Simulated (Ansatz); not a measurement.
Here is the system:

BaCd2Ge2:
```
CELL_PARAMETERS angstrom
     -2.33133     2.33133     5.58225
      2.33133    -2.33133     5.58225
      2.33133     2.33133    -5.58225
ATOMIC_POSITIONS crystal
  Ge 0.38628 0.38628 0.00000
  Ge 0.61372 0.61372 0.00000
  Cd 0.75000 0.25000 0.50000
  Cd 0.25000 0.75000 0.50000
  Ba 0.00000 0.00000 0.00000
```

This is the PBEsol-relaxed structure.

All from PBEsol in the plane-wave PAW code Ansatz, unless another level is named. Estimate the electronic character.

metallic (no gap).

Next, the formation energy from the elements (no fitted shifts)?

-0.40 eV/atom.

Predict the density of states at the Fermi level.

0.31 states/eV per atom (mean over ±0.08 eV).

Give the gap with spin–orbit coupling.

none (metallic).

Space group I4/mmm. The workflow started from an entry of the Crystallography Open Database (COD, 298 K). Its standing as an ambient phase is unchecked. The PBEsol relaxation kept the symmetry of its start; whether a distortion lowers the energy is not shown. The references are the lowest solids computed at this level, not always the standard phases. Spin–orbit coupling is left out wherever it is not named.

Potentials: the later of the program's two PAW sets.
